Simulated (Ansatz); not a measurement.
## Relaxing an invented Cu3O2 structure

Theory: DFT PBE, scalar-relativistic, plane waves, PAW (Ansatz 0.2.0). Cutoff 420 eV, Gaussian smearing, Γ-centred meshes. Cell and atoms relax first on a coarse mesh and then on a finer one. In between, the cell is made exact in the group found at 0.06 Å. In metals the finer mesh still leaves noise of several meV/atom or more. The steps can't lower the symmetry of their start, moments included. Collinear spin, starting moments 1 -1 -1 0 0 μB in the order of the atoms.

Recipe of this trial structure of Cu3O2: random cell by space group and Wyckoff sites (P-6m2, No. 187). Lengths were set from tabulated atomic sizes, so they are only a guess.

```yaml
crystal:
  lattice:
    - [4.53264, 0.00000, 0.00000]
    - [-2.26632, 3.92538, 0.00000]
    - [0.00000, 0.00000, 3.79413]
  atoms:
    - { symbol: Cu, position: [0.48796, 0.51204, 0.50000] }
    - { symbol: Cu, position: [0.48796, 0.97592, 0.50000] }
    - { symbol: Cu, position: [0.02408, 0.51204, 0.50000] }
    - { symbol: O, position: [0.00000, 0.00000, 0.00000] }
    - { symbol: O, position: [0.66667, 0.33333, 0.50000] }
```

The zero of energy is the elements' standard structures at the same level (O₂ as a molecule); no fitted shifts are applied.

Question: What does it relax into?

Answer: The symmetry stays P-6m2 (No. 187). The volume per atom grows by 22.2 %, from 13.5 to 16.5 Å³. The shortest distance goes from 1.40 Å (Cu–O) to 1.82 Å (Cu–O). The ratio c/a of the conventional cell changes by a factor of 0.55. The energy falls by about 2.9 eV/atom (the start's value is from the coarse mesh). The end is written in a standard setting, so origin, axes and order of atoms can differ from the start's. Conventional cell: a = 5.903 Å, c = 2.734 Å. Cu is surrounded by 1 O at 1.82 Å and 2 O at 2.10 Å; O on its first site has 6 Cu at 2.10 Å and 2 O at 2.73 Å; O on its second site has 3 Cu at 1.82 Å.

```
Cu O
1.0
     5.90269    0.00000    0.00000
    -2.95134    5.11188    0.00000
     0.00000    0.00000    2.73438
Cu O
3 2
Direct
  0.15575 0.84425 0.50000
  0.15575 0.31150 0.50000
  0.68850 0.84425 0.50000
  0.00000 0.00000 0.00000
  0.33333 0.66667 0.50000
```

Question: How does it come out in energy, and is it a metal?

Answer:

* Energy over the elements: −0.15 eV/atom
* Gap on the 6×6×14 mesh of the 5-atom cell: 0 eV (a metal)
* Net moment per atom: 0.18 μB
* Moment by site: Cu -0.2 (×3); O -0.2 μB

The last run used collinear spin and Gaussian smearing of 0.10 eV. No Hubbard U is applied to the 3d shell of Cu. The magnetic state reached may not be the lowest. A structure relaxed within its symmetry needn't be a true minimum. Another cell of Cu3O2 relaxed alike but without spin, in I4/mmm (a Materials Project cell), lies 153 meV/atom lower, so this cell isn't the stable form at this level. Site moments count only spheres around the atoms; the net moment includes the space between them.
